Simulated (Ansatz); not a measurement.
Given:

BN:
Space group F-43m (No. 216); a = 3.605 Å, b = 3.605 Å, c = 3.605 Å, α = 90.00°, β = 90.00°, γ = 90.00°

```
atom  site  symmetry       x       y       z
----  ----  --------  ------  ------  ------
B       4a      -43m  0.0000  0.0000  0.0000
N       4d      -43m  0.7500  0.7500  0.7500
```
(The calculation used a cell of 2 atoms; values per cell refer to that cell.)

This is the PBEsol-relaxed structure.

**Question.** All from PBEsol (plane waves, PAW; program Ansatz), unless another level is named. Predict the band gap.

**Answer.** 4.29 eV (indirect).

**Question.** What about the HSE06 gap on the PBEsol cell?

**Answer.** 5.79 eV.

**Question.** Next, the hole effective mass, band 3 of 3 at the edge?

**Answer.** 0.51 along [100], 0.27 along [110], 0.24 along [111] (mₑ).

**Question.** And the valence-band maximum?

**Answer.** at Γ.

Symmetry was held in the PBEsol relaxation.

Potentials: the earlier of the program's two PAW sets. The files were generated under PBE; for other functionals the program regenerates the frozen cores, and for LDA and PBEsol the local potential too.
